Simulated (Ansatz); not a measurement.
ZrO₂:
```
ZrO2
1.0
    0.00000     2.53201     2.53201
    2.53201     0.00000     2.53201
    2.53201     2.53201     0.00000
Zr O
1 2
Cartesian
  0.00000   0.00000   0.00000
  1.26601   1.26601   1.26601
  3.79802   3.79802   3.79802
```

PBEsol (plane waves, PAW; program Ansatz) gives a gap of 3.33 eV without spin–orbit coupling, maximum at X, minimum at Γ.

Problem. What happens when spin–orbit coupling is switched on?

Solution. The gap stays essentially unchanged, to 3.33 eV; maximum at X, minimum at Γ.

Problem. Give the electron effective mass with spin–orbit coupling, band 1 of 2 at the edge.

Solution. 2.0 along [100], 1.1 along [110], 0.77 along [111] (mₑ).

Problem. Give the electron effective mass with spin–orbit coupling, band 2 of 2 at the edge.

Solution. 0.46 along [100], 0.57 along [110], 0.74 along [111] (mₑ).

Problem. Give the hole effective mass with spin–orbit coupling.

Solution. 0.27, 3.1, 3.1 mₑ (principal values).

Space group Fm-3m (fluorite). This is a known high-temperature phase of the composition, computed here at zero pressure and temperature. Symmetry was held in the PBEsol relaxation; its stability against distortions is not shown here. The run is not spin-polarised.

Potentials: the later of the program's two PAW sets.
